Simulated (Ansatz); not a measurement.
Relaxation of a generated trial cell of Al2O3 in the AFLOW prototype A3B2_hR5_155_e_c (D5_e, as in Ni3S2); 5 atoms in the cell, which starts as R32, hexagonal axes (No. 155), hR5; a = 4.923 Å, b = 4.923 Å, c = 6.110 Å, α = 90.00°, β = 90.00°, γ = 120.00°. Calculation: r2SCAN (plane waves to 500 eV, PAW, scalar-relativistic; Ansatz, a quantum-chemistry and plane-wave program). Γ-centred k-mesh 9×9×9 on the run's cell, Fermi–Dirac smearing 0.05 eV. 

The optimiser's lines from the output (shortened; P is positive under compression):

```
relax step   1: F+E_penalty+E_count = -2789.10228927 eV  Δ(F+E_penalty+E_count) = +0.000e0 eV  max|allowed force component| = 3.383e0 eV/Å  Δτ_max = 0.0000 Å  P = +21.236 GPa  Ω = 42.748 Å³  (7 SCF iters, dr2 threshold 1.00e-7 eV, accepted)
relax step   2: F+E_penalty+E_count = -2790.97242458 eV  Δ(F+E_penalty+E_count) = -1.870e0 eV  max|allowed force component| = 2.585e0 eV/Å  Δτ_max = 0.0979 Å  P = +8.881 GPa  Ω = 44.345 Å³  (6 SCF iters, dr2 threshold 5.00e-7 eV, accepted)
relax step   3: F+E_penalty+E_count = -2792.33307190 eV  Δ(F+E_penalty+E_count) = -1.361e0 eV  max|allowed force component| = 1.467e0 eV/Å  Δτ_max = 0.1077 Å  P = +0.667 GPa  Ω = 45.360 Å³  (6 SCF iters, dr2 threshold 5.00e-7 eV, accepted)
relax step   4: F+E_penalty+E_count = -2792.95511510 eV  Δ(F+E_penalty+E_count) = -6.220e-1 eV  max|allowed force component| = 7.612e-1 eV/Å  Δτ_max = 0.0883 Å  P = -1.509 GPa  Ω = 45.137 Å³  (6 SCF iters, dr2 threshold 5.00e-7 eV, accepted)
relax step   5: F+E_penalty+E_count = -2793.02776030 eV  Δ(F+E_penalty+E_count) = -7.265e-2 eV  max|allowed force component| = 2.435e-1 eV/Å  Δτ_max = 0.0390 Å  P = +1.214 GPa  Ω = 44.301 Å³  (5 SCF iters, dr2 threshold 5.00e-7 eV, accepted)
relax step   6: F+E_penalty+E_count = -2793.03295409 eV  Δ(F+E_penalty+E_count) = -5.194e-3 eV  max|allowed force component| = 1.009e-1 eV/Å  Δτ_max = 0.0096 Å  P = +0.450 GPa  Ω = 44.427 Å³  (5 SCF iters, dr2 threshold 5.00e-7 eV, accepted)
relax step   7: F+E_penalty+E_count = -2793.03396606 eV  Δ(F+E_penalty+E_count) = -1.012e-3 eV  max|allowed force component| = 4.982e-3 eV/Å  Δτ_max = 0.0071 Å  P = +0.042 GPa  Ω = 44.509 Å³  (4 SCF iters, dr2 threshold 5.00e-7 eV, accepted)
relax step   8: F+E_penalty+E_count = -2793.03395267 eV  Δ(F+E_penalty+E_count) = +1.338e-5 eV  max|allowed force component| = 7.145e-3 eV/Å  Δτ_max = 0.0004 Å  P = -0.030 GPa  Ω = 44.520 Å³  (3 SCF iters, dr2 threshold 5.44e-8 eV, rejected (line search))
relax step   9: F+E_penalty+E_count = -2793.03396727 eV  Δ(F+E_penalty+E_count) = -1.218e-6 eV  max|allowed force component| = 1.848e-4 eV/Å  Δτ_max = 0.0004 Å  P = +0.001 GPa  Ω = 44.516 Å³  (6 SCF iters, accepted)
relax step  10: F+E_penalty+E_count = -2793.03974648 eV  Δ(F+E_penalty+E_count) = -5.779e-3 eV  max|allowed force component| = 6.929e-4 eV/Å  Δτ_max = 0.0000 Å  P = +0.254 GPa  Ω = 44.516 Å³  stress off target by 6.74e-1 GPa  SCF on the basis re-selected at this cell (its energy is not comparable with the rows above)  (7 SCF iters)
relax step  11: F+E_penalty+E_count = -2793.03980297 eV  Δ(F+E_penalty+E_count) = -5.649e-5 eV  max|allowed force component| = 2.561e-3 eV/Å  Δτ_max = 0.0003 Å  P = -0.070 GPa  Ω = 44.572 Å³  (3 SCF iters, dr2 threshold 5.00e-7 eV, accepted)
relax step  12: F+E_penalty+E_count = -2793.03981353 eV  Δ(F+E_penalty+E_count) = -1.056e-5 eV  max|allowed force component| = 6.307e-4 eV/Å  Δτ_max = 0.0002 Å  P = +0.003 GPa  Ω = 44.558 Å³  (3 SCF iters, dr2 threshold 1.67e-8 eV, accepted)
relax step  13: F+E_penalty+E_count = -2793.03983492 eV  Δ(F+E_penalty+E_count) = -2.139e-5 eV  max|allowed force component| = 5.826e-4 eV/Å  Δτ_max = 0.0000 Å  P = +0.002 GPa  Ω = 44.558 Å³  stress off target by 4.09e-3 GPa  SCF on the basis re-selected at this cell (its energy is not comparable with the rows above)  (5 SCF iters)
```

From the first to the last row the energy changes by -0.79 eV/atom and the volume by +4.2 %. The last row is marked as not comparable with the walk above it, whose basis was carried along; it does compare with step 1, since both stand on a basis selected at the nominal cutoff for their own cell.

Step 8 was rejected by the optimiser.

 The final structure: R32, hexagonal axes (No. 155), hR5; a = 4.6653 Å, b = 4.6653 Å, c = 7.0919 Å, α = 90.00°, β = 90.00°, γ = 120.00°. Between re-selections the logged energies stand on a plane-wave basis carried along with the cell. No spin polarisation in the result.

The run could not lose the symmetry of its start; a randomly shaken copy of 10 atoms returns to this structure.

The relaxed structure here is a generated cell of Al2O3: the first start was made by placing the elements on the sites of a structure type, and the end was not matched to a known phase here, so it may be hypothetical. Known forms of Al2O3 include space group No. 167.
